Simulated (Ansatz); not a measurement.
ZrFe₂: pressure against volume

ZrFe₂, Fd-3m, a = 7.098 Å. The structure is a COD entry; whether it is the stable form wasn't checked. Ansatz: r2SCAN, PAW, 500 eV, Γ-centred 10×10×10 mesh on 6 atoms, Gaussian smearing 0.10 eV; collinear spin, largest moment 2.5 μB. Symmetry fixes shape and atoms, so the cell is only scaled; pressure is positive in compression.

```
V (Å³/atom) P (GPa)
     13.110    22.96
     13.557    15.89
     14.004     9.77
     14.450     4.48
     14.897     0.00
     15.344        ?
     15.791    -6.84
     16.387   -10.46
```

Problem. Take V0 = 14.897 Å³/atom, fit the third-order Birch–Murnaghan form to the other rows, and predict the missing pressure.

Solution. With the Eulerian strain f = ½[(V0/V)^(2/3) − 1] and y = P/[3f(1 + 2f)^(5/2)], the form is the line y = B0 + 1.5 B0 (B0′ − 4) f. Rows (f, y): 0.04446, 139.1; 0.03243, 139.6; 0.02104, 139.6; 0.01026, 138.3; -0.01905, 131.9; -0.03079, 132.7. Means f = 0.009725, y = 136.87; Σ(Δf)² = 0.004320, ΣΔfΔy = 0.4831; the slope is their ratio. y = 135.8 + 111.8 f GPa, so B0 = 135.8 GPa and B0′ = 4 + 2 × (111.8)/(3 × 135.8) = 4.55. At V = 15.344, f = -0.00976, y = 134.71 and P = -3.75 GPa. The run gave -3.70 GPa, so the fit is 0.05 GPa too low, within the rms miss on the fitted rows (0.13 GPa). Note that the largest moment runs from 2.17 to 2.74 μB along the series.

The largest moment runs from 2.17 to 2.74 μB along the series, so B0 and B0′ hold the change of the moment too.

The state reached may not be the lowest one.